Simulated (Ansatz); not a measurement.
A trial cell of Ti$_{3}$Al was relaxed with r2SCAN (plane waves to 500 eV, PAW, scalar-relativistic; Ansatz, a first-principles code).

Before: I4cm (No. 108), tI16; a = 6.766 Å, b = 6.766 Å, c = 6.472 Å, α = 90.00°, β = 90.00°, γ = 90.00°.

After relaxation:

Simulated powder pattern, Cu Kα1, λ = 1.54056 Å (kinematic, ideal powder, no thermal factors, no anomalous dispersion; the 24 strongest lines at most, above 1 %, up to 2θ = 90°):

| 2θ (°) | I/Imax (%) |
|---|---|
| 18.92 | 5.4 |
| 26.88 | 2.3 |
| 35.19 | 2.2 |
| 38.38 | 58 |
| 40.25 | 100 |
| 43.12 | 1.1 |
| 53.04 | 1.1 |
| 55.40 | 18 |
| 60.97 | 6.5 |
| 70.66 | 32 |
| 74.39 | 14 |
| 82.20 | 5.1 |
| 86.96 | 8.9 |

Question: Identify the relaxed structure from its pattern: crystal system, space group and cell.

Answer: Tetragonal, P4/mmm (No. 123), tP4; a = b = 4.6869 Å, c = 3.0365 Å, α = β = γ = 90.00°. Sites: Al 1b (0.000, 0.000, 0.500); Ti 1d (0.500, 0.500, 0.500); Ti 2f (0.000, 0.500, 0.000).

Question: Index the strongest lines.

Answer: 38.38° (200), 40.25° (111), 55.40° (220), 70.66° (311), 74.39° (202).

No spin polarisation in the result.

The run could not lose the symmetry of its start, so the end can be a saddle point.

The relaxed structure here is a generated cell of Ti3Al: the first start was made by a random draw of sites in a space group, and the end was not matched to a known phase here, so it may be hypothetical. Known forms of Ti3Al include space group No. 194.
